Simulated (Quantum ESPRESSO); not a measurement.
```
BN
1.0
    1.25252     0.72314     3.29283
   -1.25252     0.72314     3.29283
    0.00000    -1.44628     3.29283
B N
1 1
Direct
  0.99970   0.99970   0.99970
  0.33274   0.33274   0.33274
```

Cell and atoms were relaxed with PBE+D3(BJ) from Materials Project entry mp-13150, within its symmetry.

What does PBEsol (pw.x of Quantum ESPRESSO, ONCV potentials, without SOC) give for the electronic structure near the Fermi level?

The PBEsol gap is indirect, 4.07 eV, from 89 % of the way from Γ to X to F; the smallest direct gap is 4.64 eV. 

This is not the ordinary phase of the substance; no match was found in the copy of COD used, and its stability was not checked.
